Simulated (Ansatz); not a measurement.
## BaTiO3 with Sn replacing Ti — Sn-119 Mössbauer parameters

Cell: a supercell of BaTiO3 (cubic perovskite type, Pm-3m) built from a refined structure from the COD, with the ions relaxed around the defect (PBE).

Space group Im-3m (No. 229); a = 8.0120 Å.

```
site  Wyckoff  site symmetry       x       y       z
  Ba       8c           .-3m  0.2500  0.2500  0.2500
  Sn       2a           m-3m  0.0000  0.0000  0.0000
  Ti       6b         4/mm.m  0.0000  0.0000  0.5000
  O9      12e           4m.m  0.2570  0.0000  0.0000
 O10      12d          -4m.2  0.2500  0.0000  0.5000
```

One atom of each set is listed; the run and its k-mesh use a cell of 20 atoms with edges of 6.94, 6.94, 6.94 Å.

The numbers come from a DFT calculation in Ansatz (PBE, plane waves and PAW, scalar-relativistic, 420 eV cutoff, Γ-centred 3×3×3 k-points, Fermi–Dirac smearing 0.01 eV).

Isomer shifts (against SnO₂) follow from the electron density at the nucleus, δ = α(ρ − ρ₀), with α = 0.099 mm s⁻¹ a₀³ and ρ₀ = 183191.44 a₀⁻³ from a line fitted to 8 measured compounds at this level of theory (rms miss 0.12 mm/s). ΔE_Q = ½eQV_zz(1 + η²/3)^½ with Q = -0.132 b for the 23.9 keV state.

Q: Where do the absorption lines lie?

A: Sn (1 atom a cell): δ = -0.01, |ΔE_Q| = 0.00 mm/s, a single line at -0.01 mm/s.

The defect repeats with the cell of 20 atoms, so it feels its images: sites between two images don't show the values beside a lone defect, and zeros or small values of η there can come from the images' arrangement. The relaxation keeps the site symmetry m-3m of the start, so the impurity can't leave its site; a start off the site could end lower. This high-symmetry form of BaTiO3 is unstable when cold, to polar off-centring of Ti. The symmetry of the cell holds that distortion back, wholly or in part, and it would change the field gradients, the more the larger the distortion. The cell keeps the host's lattice, where the PBE pressure is 7 GPa.
